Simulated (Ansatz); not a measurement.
Consider the following.

As2O3:
```
CELL_PARAMETERS angstrom
      4.40066     0.00000     0.00000
      0.00000    12.39570     0.00000
     -3.82783     0.00000     5.23043
ATOMIC_POSITIONS crystal
  As 0.36275 0.14584 0.85969
  As 0.63725 0.85416 0.14031
  As 0.63725 0.64584 0.64031
  As 0.36275 0.35416 0.35969
  As 0.22332 0.40655 0.77287
  As 0.77668 0.59345 0.22713
  As 0.77668 0.90655 0.72713
  As 0.22332 0.09345 0.27287
  O  0.84032 0.36237 0.45791
  O  0.15968 0.63763 0.54209
  O  0.15968 0.86237 0.04209
  O  0.84032 0.13763 0.95791
  O  0.52499 0.09314 0.17143
  O  0.47501 0.90686 0.82857
  O  0.47501 0.59314 0.32857
  O  0.52499 0.40686 0.67143
  O  0.37559 0.21592 0.45064
  O  0.62441 0.78408 0.54936
  O  0.62441 0.71592 0.04936
  O  0.37559 0.28408 0.95064
```

This is the LDA-relaxed structure. Tensor components refer to the Cartesian frame of this cell.

All from LDA (plane waves, PAW; program Ansatz), unless another level is named. Give the electron effective mass.

0.53, 0.72, 2.2 mₑ (principal values).

What about the smallest direct gap on the standard path?

3.74 eV.

And the conduction-band minimum?

off the standard path, at k = (0.385, 0.000, 0.396).

Space group P2_1/c. The workflow started from a Materials Project entry (that database holds measured and hypothetical structures alike); the Crystallography Open Database files this formula in space group No. 14, but the cells were not matched. Whether it is the stable phase at ambient conditions was not checked. The LDA relaxation kept the symmetry of its start; phonons on a q-mesh show no instability. The volume lies over 15 % below that of the usual cell of this phase: another minimum, or an error of the functional. A crystal of weakly bound layers computed without a dispersion correction: the cell and the soft elastic constants depend strongly on that. Spin–orbit coupling is left out wherever it is not named.

Potentials: the later of the program's two PAW sets.
